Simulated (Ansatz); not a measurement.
Fe₅Co₃: do energies and stresses tell the same story?

These are results of Ansatz, DFT PBE, scalar-relativistic, plane waves, PAW, not measurements.

Plane waves to 420 eV, a k mesh through Γ of 10×10×10 on the computed 8-atom cell and Gaussian smearing (0.10 eV); collinear spin from starting moments 2.7 3.02 3.02 3.02 3.02 2 2 2 μB.

Relaxed cell: Im-3m, a = 5.694 Å, b = 5.694 Å, c = 5.694 Å, α = 90.00°, β = 90.00°, γ = 90.00°, 8 atoms in the primitive cell. Whether it is the stable form of this composition wasn't checked.

Energies at zero smearing and pressures from the stress tensor, at volumes with shape and atoms relaxed:
| V (Å³/atom) | E − E(first) (meV/atom) | P (GPa) |
| --- | --- | --- |
| 10.154 | 0.00 | 33.46 |
| 10.500 | -61.18 | 23.11 |
| 10.847 | -101.42 | 14.19 |
| 11.193 | -123.69 | 6.52 |
| 11.539 | -130.56 | 0.00 |
| 11.885 | -124.49 | -5.46 |
| 12.231 | -107.61 | -10.04 |
| 12.693 | -71.23 | -15.02 |

Problem. Check P = −dE/dV between neighbouring volumes, and get the bulk modulus from the pressures alone.

Solution. With 1 eV/Å³ = 160.2 GPa:
```tsv
middle V (Å³/atom)	−ΔE/ΔV (GPa)	mean P (GPa)
10.327	28.314	28.288
10.673	18.629	18.653
11.020	10.304	10.354
11.366	3.179	3.259
11.712	-2.810	-2.732
12.058	-7.812	-7.751
12.462	-12.628	-12.531
```

The two differ by 0.10 GPa at most. The mean of two end pressures misses the average over a step by about ΔV² P″/12, up to 0.12 GPa here; with that taken off 0.14 GPa remains. The stress is the derivative of the free energy, not of the energy at zero smearing, and with free energies 0.02 GPa remains. The largest site moment goes from 2.58 to 2.84 μB along the series, which bends P(V). Around V = 11.539 Å³/atom, the two neighbours give B = −V ΔP/ΔV = 11.539 × 11.98 / 0.692 = 199.7 GPa, against B0 = 197.7 GPa from the Birch–Murnaghan fit of the energies.

Only parallel moments were tried here.

Only this magnetic start was tried.

Cost: 9 runs of about 31 core-minutes in all, on AMD EPYC (Zen 3) (shared hosts).